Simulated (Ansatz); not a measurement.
GaN:
```xyz
4
Lattice="3.1831 0.0000 0.0000 -1.5916 2.7567 0.0000 0.0000 0.0000 5.1837" Properties=species:S:1:pos:R:3 pbc="T T T"
Ga     1.5916     0.9189     0.0051
Ga     0.0000     1.8378     2.5970
N      1.5916     0.9189     3.2357
N      0.0000     1.8378     0.6439
```

Relaxed with r²SCAN.

Map the electron localisation function on the plane through (0.667, 0.333, 0.001) spanned by u = [0, 0, 1] and v = [1, -1, 0] in lattice vectors, from plane-wave PAW r²SCAN (Ansatz code).

x is the fraction of u, y of v (the angle between them is 90°; rows are the nearest grid lines); atoms in the plane: Ga at (0.00, 0.00), Ga at (0.50, 0.67), N at (0.62, 0.00), N at (0.12, 0.67).
```
|900122111125776211688521009|
|101222111125777423688521101|
|011222111124788766787522110|
|233455432122356788765322222|
|456777653222233456653212234|
|788888764222222233332112357|
|888778874221111122221112468|
|763116885210070012211112577|
|773126885210030112211112577|
|876557885221000122211112578|
|788777874222111222111112467|
|778777764222222222111111357|
|345544322111222111111011123|
|222222111111111111110001112|
|111111100011111111000000111|
|111000000000111100000000011|
|110000000000111000000000011|
|111111000011112221111111111|
|111111100111233444322111111|
|222111110112355666543222222|
|222221111113567777765322222|
|011222111124678766787522110|
|101222111125777423688521101|
|900122111125776211688521009|
```
Scale: ten equal steps from -0.073 (start of '0') to 0.997 (end of '9'), in the order '0123456789'; x runs from 0.000 to 1.00, y from 0.000 (bottom) to 1.00 (top).

The density is the valence pseudo-density with augmentation charge, so density and ELF within about 1 Å of a nucleus are not all-electron values.

Space group P6_3mc (wurtzite). The r²SCAN relaxation kept the symmetry of its start; phonons on a q-mesh show no instability.

Potentials: the later of the program's two PAW sets.
